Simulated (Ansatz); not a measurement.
TaRh3 (Cu3Au type, space group No. 221) at seven volumes, LDA in the plane-wave PAW code Ansatz, scaled uniformly. One row is withheld.

| V (Å³/atom) | P (GPa) |
|---|---|
| 12.679 | 36.65 |
| 13.097 | ? |
| 13.515 | 10.19 |
| 13.933 | 0.00 |
| 14.351 | -8.58 |
| 14.769 | -15.80 |
| 15.187 | -21.86 |

Q: Fit the shown pressures and predict the withheld one.

A: P = (3/2)B₀(x^(7/2) − x^(5/2))[1 + (3/4)(B′ − 4)(x − 1)] with x = (V₀/V)^(2/3). Least squares on the six rows gives V₀ = 13.933 Å³/atom, B₀ = 311 GPa, B′ = 4.72. At V = 13.097, x = 1.0421 and P = 22.28 GPa. The run itself gave 22.29 GPa.

Space group Pm-3m (Cu3Au type). The workflow started from a Materials Project entry (that database holds measured and hypothetical structures alike); the Crystallography Open Database files this formula in space group No. 221, but the cells were not matched. Its standing as an ambient phase is unchecked. The cell was relaxed with LDA under the symmetry of its start; of distortions, only those at the zone centre were tested. The run is not spin-polarised. Spin–orbit coupling is left out wherever it is not named.

Potentials: the later of the program's two PAW sets.
